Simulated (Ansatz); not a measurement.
VO₂:
```
VO2
1.0
    9.26071     0.00000     0.00000
    0.00000     2.81058     0.00000
    0.00000     0.00000     4.80155
V O
4 8
Cartesian
  5.89949   0.70264   1.99604
  3.36122   2.10793   2.80551
  7.99157   2.10793   4.39682
  1.26914   0.70264   0.40473
  4.83395   2.10793   1.37882
  4.42676   0.70264   3.42273
  9.05711   0.70264   3.77960
  0.20360   2.10793   1.02195
  2.14353   2.10793   4.17871
  7.11718   0.70264   0.62284
  2.48682   0.70264   1.77793
  6.77388   2.10793   3.02361
```
The run is spin-polarised; directions of the spins, atom by atom: ↑ ↑ ↑ ↑ 0 0 0 0 0 0 0 0.

Relaxed with PBEsol.

### Question
Give the Bader charges and basin volumes of the independent atoms, PBEsol (plane waves, PAW; program Ansatz).

### Answer


```json
[
 {"atom": "V1", "Bader charge (e)": "+2.06", "Bader volume (Å³)": "7.0"},
 {"atom": "O5", "Bader charge (e)": "-1.01", "Bader volume (Å³)": "12.2"},
 {"atom": "O9", "Bader charge (e)": "-1.06", "Bader volume (Å³)": "12.0"}
]
```

Space group Pnma. The first step of the workflow began from a Materials Project structure, measured or hypothetical; the Crystallography Open Database copy checked does not list it. COD files the formula under space group No. 10, 12, 14, 136. Its standing as an ambient phase is unchecked. Symmetry was held in the PBEsol relaxation; whether a distortion lowers the energy is not shown. Magnetic state: ferromagnetic, chosen from 4 collinear starts compared on coarse meshes (ties went to the first, and starts can fall back to one state), not a proven ground state. No Hubbard U is applied.

Potentials: the later of the program's two PAW sets.
